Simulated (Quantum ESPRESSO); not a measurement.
TaIn5IrRe, a guest atom moved from site to site

A calculation, not a measurement. The program is pw.x of Quantum ESPRESSO 7.5 (plane-wave density functional theory). The cell is made up: eight metal atoms on a face-centred cubic lattice, with elements, volume, strain and displacements drawn at random and not relaxed, so it may be unstable or far from any real phase. PseudoDojo standard norm-conserving files set the functional (PBE unless stated); there is no spin polarisation or spin-orbit coupling, the Fermi-Dirac width of 0.25 eV means electrons at about 2900 K, and the masses in the input are unused placeholders. Heavy elements are run without spin-orbit coupling, which real alloys of them have. A spin test at this wide smearing found no moment, but such smearing suppresses magnetism that the real alloy may have.

The runs move one Ta atom among sites that otherwise hold In. Cell, positions, cutoff, mesh and smearing stay as in the input of run 1; sites are counted in its order. Stress in the tables is positive in tension.

Input of run 1:

```
&control calculation='scf', pseudo_dir='./dojo.nc.sr.pbe.v0_5.standard.upf', outdir='./o', disk_io='medium', tprnfor=.true., tstress=.true. /
&system ibrav=0, nat=8, ntyp=4, nbnd=67, ecutwfc=72.02867146, nosym=.true., tot_charge=0,
 occupations='smearing', smearing='fd', degauss=0.0183746611
/
&electrons conv_thr=1.470e-08, electron_maxstep=70, mixing_beta=0.5 /
ATOMIC_SPECIES
In 1.0 In.upf
Ir 1.0 Ir.upf
Re 1.0 Re.upf
Ta 1.0 Ta.upf
CELL_PARAMETERS angstrom
0.0005 -2.2009 -2.2018
2.2014 4.3644 -2.1651
8.8215 -4.3583 4.3582
ATOMIC_POSITIONS angstrom
Ta 0.0006 -0.0522 -0.0064
In 4.4192 -2.3841 2.1322
In 4.3951 0.0362 0.0265
In 8.8106 -2.2351 2.1586
Ir 2.1668 -2.1404 -0.1056
Re 6.5868 -4.3929 2.2256
In 2.2035 -0.0383 -2.2104
In 6.6528 -2.1435 -0.0678
K_POINTS automatic
8 5 2 1 1 1
```

| run | elements on sites 1 to 8 | free energy less that of run 1 (eV) | -TS (eV) | pressure (GPa) | stress xx (GPa) | stress yy (GPa) | stress zz (GPa) | stress yz (GPa) | stress xz (GPa) | stress xy (GPa) | iterations |
| --- | --- | --- | --- | --- | --- | --- | --- | --- | --- | --- | --- |
| 1 | Ta In In In Ir Re In In | 0.000 | -1.278 | -6.61 | 7.64 | 5.84 | 6.34 | -0.51 | 0.77 | -0.44 | 13 |
| 2 | In In Ta In Ir Re In In | 0.426 | -1.322 | -6.86 | 7.87 | 6.05 | 6.66 | -0.07 | 0.48 | -0.62 | 15 |
| 3 | In In In Ta Ir Re In In | 0.111 | -1.255 | -6.95 | 7.19 | 6.76 | 6.91 | -1.58 | 0.72 | -0.41 | 15 |
| 4 | In In In In Ir Re Ta In | 0.378 | -1.325 | -6.74 | 7.02 | 6.46 | 6.73 | -0.42 | 0.34 | -0.13 | 16 |

Forces Fx Fy Fz (eV/Å):

| site | run 1 | run 2 | run 3 | run 4 |
| --- | --- | --- | --- | --- |
| 1 | -0.01 -0.03 -0.14 | -0.06 0.02 -0.03 | -0.31 -0.01 0.00 | 0.32 0.16 -0.15 |
| 2 | 0.22 0.79 -0.60 | -0.17 0.79 -0.43 | 0.14 0.74 -0.57 | 0.29 0.78 -0.62 |
| 3 | -1.11 -0.40 0.15 | -1.39 -0.37 -0.03 | -1.30 -0.36 0.13 | -1.55 -0.18 -0.11 |
| 4 | -0.48 -0.04 0.15 | -1.22 -0.04 0.10 | -1.17 0.18 -0.19 | -0.33 -0.29 0.38 |
| 5 | -1.00 0.26 -0.20 | 0.90 0.05 -0.05 | 0.12 -0.09 0.14 | -0.81 0.10 -0.04 |
| 6 | 1.37 -0.17 0.15 | 0.60 -0.21 0.06 | 1.25 -0.07 0.03 | 0.25 0.16 -0.31 |
| 7 | 0.35 0.10 -0.06 | 1.47 -0.04 0.12 | 0.22 0.32 -0.29 | 1.06 -0.22 0.30 |
| 8 | 0.66 -0.51 0.54 | -0.11 -0.21 0.26 | 1.07 -0.71 0.74 | 0.76 -0.51 0.55 |

The sites are displaced and not relaxed, so the energy differences mix bonding between neighbours with strain and are not ordering energies. A rerun of one cell of this series at a higher cutoff and on a denser mesh moved values by no more than 0.015 eV in energy, 0.07 GPa in stress and 0.017 eV/Å in force, and a second program with other atomic files agreed on that cell to 2 % rms in force and 0.5 GPa in pressure.